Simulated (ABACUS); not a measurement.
A self-consistent single point of Ta (C2/m, 1 atom in the cell; from Materials Project mp-50, changed as shown).

```
CELL_PARAMETERS angstrom
     -1.65493     1.65493     1.65493
      1.65493    -1.65493     1.65493
      1.63838     1.63838    -1.63838
ATOMIC_POSITIONS crystal
  Ta 0.00000 0.00000 0.00000
```

Level of theory: PBEsol, numerical atomic orbitals TZP (confined pseudo-atomic orbitals with Gaussian additions; energy shift 0.01 Ry), PseudoDojo 0.4 standard norm-conserving PBEsol (tails mended) pseudopotentials run with ABACUS.

ABACUS settings:

| setting | value |
|---|---|
| basis | TZP numerical atomic orbitals, energy shift 0.01 Ry |
| KPT | MP 11 11 11 0 0 0 |
| basis_type | lcao |
| dft_functional | PBESOL |
| ecutwfc | 100 Ry |
| smearing_method | mv |
| smearing_sigma | 0.00734986 Ry |
| potentials | PseudoDojo 0.4 standard norm-conserving PBEsol (tails mended) |
| symmetry | 1 |
| ks_solver | genelpa |
| scf_nmax | 100 |
| scf_thr | 1.0e-06 |
| mixing_type | broyden |
| mixing_beta | 0.4 |

Results:

- Number of valence electrons: 13
- Number of bands: 17
- Number of k-points after the program's reduction: 366
- Size of the basis: 36
- Number of SCF iterations: 7
- Free energy E − TS: -1770.8992 eV
- Fermi level (on the code's own zero): 18.35 eV
- Pressure: -2.94 GPa

Stress (GPa, positive for compression):
```
-2.77   1.28  -0.60
 1.28  -2.77  -0.60
-0.60  -0.60  -3.29
```

For comparison: a first run was changed to give this one (lattice vector c scaled by 0.99), and from it to this one the free energy falls by 3.4 meV/atom and the pressure goes from -4.98 to -2.94 GPa.

The atom-centred basis is finite, which shifts total energies and pressures against plane waves. The structure comes from a collection of computed structures, made at another level of theory; the collection holds predicted forms beside known ones. No clean gap shows at this smearing width and mesh (spacing up to 0.25 Å⁻¹); the mesh is coarse for partly filled bands, so the values carry mesh errors.

Cost on one core: around 12 core-seconds (rough).

The atomic orbitals were generated for these runs; they are not ABACUS's published sets and were checked against plane waves on a few crystals only.

“Tails mended”: in these copies of the files the far tail of each local potential was reset to the Coulomb form.
